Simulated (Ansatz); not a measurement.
Level of theory: Ansatz, DFT PBE, scalar-relativistic, plane waves, PAW. All cells share a 420 eV cutoff and Γ-centred k meshes spaced at most about 0.3 Å⁻¹ (about 0.25 or finer for metals, 2π included). No spin polarisation in the final relaxations.

These are static total energies at zero pressure.

Two forms of Sc3Cu2 were relaxed alike.

A.

```xyz
5
Lattice="4.5327 0.0000 0.0000 -2.2664 3.9255 0.0000 0.0000 0.0000 5.5913" Properties=species:S:1:pos:R:3 pbc="T T T"
Sc    0.0000    0.0000    0.0000
Sc    0.0000    2.6170    3.6774
Sc    2.2664    1.3085    1.9139
Cu    0.0000    2.6170    0.8011
Cu    2.2664    1.3085    4.7903
```

B.

```xyz
5
Lattice="1.6695 0.9639 10.5238 -1.6695 0.9639 10.5238 0.0000 -1.9277 10.5238" Properties=species:S:1:pos:R:3 pbc="T T T"
Sc    0.0000    0.0000    6.6402
Sc    0.0000    0.0000   24.9312
Sc    0.0000    0.0000    0.0000
Cu    0.0000    0.0000   19.1023
Cu    0.0000    0.0000   12.4691
```

Problem. Which would you expect to be lower, and how large is the difference?

Solution. A is lower, by 153 meV/atom. A has space group P-3m1 (No. 164), 19.9 Å³/atom and no gap on its mesh; B has space group R-3m (No. 166), 20.3 Å³/atom and no gap. Counting all near atoms (those within 1.25 times the shortest distance at each site; a plus sign parts nearer from farther groups; a slash parts the counts of unlike sites), A has Sc 11/6+6, Cu 11 and B has Sc 3+9/6+6, Cu 6+6. Both come from invented guesses.

Cells relaxed within their symmetry can be saddle points.
